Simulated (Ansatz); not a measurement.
# Ansatz 0.2.0, relaxation: Cs2KScTe6

The input file (Ansatz 0.2.0, plane waves):

```yaml
crystal:
  lattice:
    - [0.0, 5.462255, 5.462255]
    - [5.462255, 0.0, 5.462255]
    - [5.462255, 5.462255, 0.0]
  atoms:
    - { symbol: K, position: [0.5, 0.5, 0.5] }
    - { symbol: Sc, position: [0.0, 0.0, 0.0] }
    - { symbol: Te, position: [0.785, 0.215, 0.215] }
    - { symbol: Te, position: [0.215, 0.785, 0.215] }
    - { symbol: Te, position: [0.215, 0.785, 0.785] }
    - { symbol: Te, position: [0.785, 0.215, 0.785] }
    - { symbol: Te, position: [0.215, 0.215, 0.785] }
    - { symbol: Te, position: [0.785, 0.785, 0.215] }
    - { symbol: Cs, position: [0.25, 0.25, 0.25] }
    - { symbol: Cs, position: [0.75, 0.75, 0.75] }
  symmetry: { tolerance: 0.0003 }
kpoints:
  mp_grid: { grid: [6, 6, 6], shift: [0, 0, 0] }
magnetization:
  spin_polarized: false
scf:
  occupations: { method: fermi_dirac }
  lower_state_search: "off"
hamiltonian:
  pseudopotentials: { kind: paw }
  xc: pbe
basis:
  ecutwfc: 420
  fft_grid_basis: typed
relax:
  max_steps: 60
  cell: { p_target: 0.0 }
output:
  forces: true
  stress: true
  eigenvalues: true
  bader: true
  populations: true
  elf: true
  write_potential: true
  volumetric_format: npy
  dos:
    e_range: [-12, 8]
    de: 0.05
    projected: { site_lists: { Cs: [Cs], K: [K], Sc: [Sc], Te: [Te] } }
checkpoint:
  read: saved_state
```

The command:

```bash
ansatz run input.yaml --threads 2 --pin off --max-ram 3584MiB --backend cpu --events-out ev --progress --plain --runs-dir out
```

Origin of the cell: a known structure type with other elements, at an estimated volume, so it need not be a known compound.

The smearing width isn't typed, so it takes its default of 0.1 eV.

The saved state is a converged single point of the same cell.

Steps («new basis» is an SCF on plane waves selected anew at the same cell):

| step | ΔF (meV/atom) | max force component (eV/Å) | P (GPa) | volume (Å³) | SCF iterations | step was |
| --- | --- | --- | --- | --- | --- | --- |
| 1 | 0.0 | 5.888 | 17.59 | 325.95 | 7 | accepted |
| 2 | -572.7 | 0.896 | 6.70 | 355.07 | 7 | accepted |
| 3 | -702.4 | 0.393 | 2.17 | 409.29 | 7 | accepted |
| 4 | -725.5 | 0.081 | 0.51 | 439.07 | 7 | accepted |
| 5 | -727.1 | 0.002 | 0.04 | 449.42 | 6 | accepted |
| 6 | -730.5 | 0.002 | 0.22 | 449.42 | 8 | new basis |
| 7 | -731.0 | 0.021 | 0.04 | 455.39 | 6 | accepted |
| 8 | -731.0 | 0.029 | 0.04 | 458.06 | 7 | accepted |
| 9 | -731.1 | 0.000 | 0.00 | 458.36 | 5 | accepted |
| 10 | -731.1 | 0.000 | -0.01 | 458.36 | 7 | new basis |

Step 1, with forces in eV/Å:

```xyz
10
Lattice="0.000 5.462 5.462 5.462 0.000 5.462 5.462 5.462 0.000" Properties=species:S:1:pos:R:3:forces:R:3 pbc="T T T" step=1
K     5.462    5.462    5.462    0.000    0.000    0.000
Sc    0.000    0.000    0.000    0.000    0.000    0.000
Te    2.349    5.462    5.462    5.888    0.000    0.000
Te    5.462    2.349    5.462    0.000    5.888    0.000
Te    8.576    5.462    5.462   -5.888    0.000    0.000
Te    5.462    8.576    5.462    0.000   -5.888    0.000
Te    5.462    5.462    2.349    0.000    0.000    5.888
Te    5.462    5.462    8.576    0.000    0.000   -5.888
Cs    2.731    2.731    2.731    0.000    0.000    0.000
Cs    8.193    8.193    8.193    0.000    0.000    0.000
```

Step 2, with forces in eV/Å:

```xyz
10
Lattice="0.000 5.620 5.620 5.620 0.000 5.620 5.620 5.620 0.000" Properties=species:S:1:pos:R:3:forces:R:3 pbc="T T T" step=2
K     5.620    5.620    5.620    0.000    0.000    0.000
Sc    0.000    0.000    0.000    0.000    0.000    0.000
Te    2.618    5.620    5.620    0.896    0.000    0.000
Te    5.620    2.618    5.620    0.000    0.896    0.000
Te    8.623    5.620    5.620   -0.896    0.000    0.000
Te    5.620    8.623    5.620    0.000   -0.896    0.000
Te    5.620    5.620    2.618    0.000    0.000    0.896
Te    5.620    5.620    8.623    0.000    0.000   -0.896
Cs    2.810    2.810    2.810    0.000    0.000    0.000
Cs    8.431    8.431    8.431    0.000    0.000    0.000
```

Step 3, with forces in eV/Å:

```xyz
10
Lattice="0.000 5.893 5.893 5.893 0.000 5.893 5.893 5.893 0.000" Properties=species:S:1:pos:R:3:forces:R:3 pbc="T T T" step=3
K     5.893    5.893    5.893    0.000    0.000    0.000
Sc    0.000    0.000    0.000    0.000    0.000    0.000
Te    2.714    5.893    5.893    0.393    0.000    0.000
Te    5.893    2.714    5.893    0.000    0.393    0.000
Te    9.072    5.893    5.893   -0.393    0.000    0.000
Te    5.893    9.072    5.893    0.000   -0.393    0.000
Te    5.893    5.893    2.714    0.000    0.000    0.393
Te    5.893    5.893    9.072    0.000    0.000   -0.393
Cs    2.946    2.946    2.946    0.000    0.000    0.000
Cs    8.839    8.839    8.839    0.000    0.000    0.000
```

Step 4, with forces in eV/Å:

```xyz
10
Lattice="0.000 6.033 6.033 6.033 0.000 6.033 6.033 6.033 0.000" Properties=species:S:1:pos:R:3:forces:R:3 pbc="T T T" step=4
K     6.033    6.033    6.033    0.000    0.000    0.000
Sc    0.000    0.000    0.000    0.000    0.000    0.000
Te    2.772    6.033    6.033    0.081    0.000    0.000
Te    6.033    2.772    6.033    0.000    0.081    0.000
Te    9.293    6.033    6.033   -0.081    0.000    0.000
Te    6.033    9.293    6.033    0.000   -0.081    0.000
Te    6.033    6.033    2.772    0.000    0.000    0.081
Te    6.033    6.033    9.293    0.000    0.000   -0.081
Cs    3.016    3.016    3.016    0.000    0.000    0.000
Cs    9.049    9.049    9.049    0.000    0.000    0.000
```

Step 6, with forces in eV/Å:

```xyz
10
Lattice="0.000 6.080 6.080 6.080 0.000 6.080 6.080 6.080 0.000" Properties=species:S:1:pos:R:3:forces:R:3 pbc="T T T" step=6
K     6.080    6.080    6.080    0.000    0.000    0.000
Sc    0.000    0.000    0.000    0.000    0.000    0.000
Te    2.791    6.080    6.080   -0.002    0.000    0.000
Te    6.080    2.791    6.080    0.000   -0.002    0.000
Te    9.369    6.080    6.080    0.002    0.000    0.000
Te    6.080    9.369    6.080    0.000    0.002    0.000
Te    6.080    6.080    2.791    0.000    0.000   -0.002
Te    6.080    6.080    9.369    0.000    0.000    0.002
Cs    3.040    3.040    3.040    0.000    0.000    0.000
Cs    9.119    9.119    9.119    0.000    0.000    0.000
```

Step 7, with forces in eV/Å:

```xyz
10
Lattice="0.000 6.106 6.106 6.106 0.000 6.106 6.106 6.106 0.000" Properties=species:S:1:pos:R:3:forces:R:3 pbc="T T T" step=7
K     6.106    6.106    6.106    0.000    0.000    0.000
Sc    0.000    0.000    0.000    0.000    0.000    0.000
Te    2.797    6.106    6.106   -0.021    0.000    0.000
Te    6.106    2.797    6.106    0.000   -0.021    0.000
Te    9.416    6.106    6.106    0.021    0.000    0.000
Te    6.106    9.416    6.106    0.000    0.021    0.000
Te    6.106    6.106    2.797    0.000    0.000   -0.021
Te    6.106    6.106    9.416    0.000    0.000    0.021
Cs    3.053    3.053    3.053    0.000    0.000    0.000
Cs    9.160    9.160    9.160    0.000    0.000    0.000
```

Step 8, with forces in eV/Å:

```xyz
10
Lattice="0.000 6.118 6.118 6.118 0.000 6.118 6.118 6.118 0.000" Properties=species:S:1:pos:R:3:forces:R:3 pbc="T T T" step=8
K     6.118    6.118    6.118    0.000    0.000    0.000
Sc    0.000    0.000    0.000    0.000    0.000    0.000
Te    2.791    6.118    6.118    0.029    0.000    0.000
Te    6.118    2.791    6.118    0.000    0.029    0.000
Te    9.445    6.118    6.118   -0.029    0.000    0.000
Te    6.118    9.445    6.118    0.000   -0.029    0.000
Te    6.118    6.118    2.791    0.000    0.000    0.029
Te    6.118    6.118    9.445    0.000    0.000   -0.029
Cs    3.059    3.059    3.059    0.000    0.000    0.000
Cs    9.177    9.177    9.177    0.000    0.000    0.000
```

Step 10, with forces in eV/Å:

```xyz
10
Lattice="0.000 6.120 6.120 6.120 0.000 6.120 6.120 6.120 0.000" Properties=species:S:1:pos:R:3:forces:R:3 pbc="T T T" step=10
K     6.120    6.120    6.120    0.000    0.000    0.000
Sc    0.000    0.000    0.000    0.000    0.000    0.000
Te    2.796    6.120    6.120    0.000    0.000    0.000
Te    6.120    2.796    6.120    0.000    0.000    0.000
Te    9.443    6.120    6.120    0.000    0.000    0.000
Te    6.120    9.443    6.120    0.000    0.000    0.000
Te    6.120    6.120    2.796    0.000    0.000    0.000
Te    6.120    6.120    9.443    0.000    0.000    0.000
Cs    3.060    3.060    3.060    0.000    0.000    0.000
Cs    9.179    9.179    9.179    0.000    0.000    0.000
```

* Free energy lowered by: 731.1 meV/atom
* Volume change: 40.62 %
* Final pressure: -0.01 GPa
* Relaxation steps listed: 10
* Formation energy (elements under the same functional, gases as molecules, uncorrected): -0.492 eV/atom

Caveats: no spin-orbit coupling, though heavy elements are present; the given cell is far from equilibrium, with atoms too close or a volume far off; the relaxation held the start's symmetry, so the end may be a saddle point.

The run took 3.9 min on 2 threads of Arm Neoverse V1 (shared host), peak memory 1.1 GiB, from a saved density.
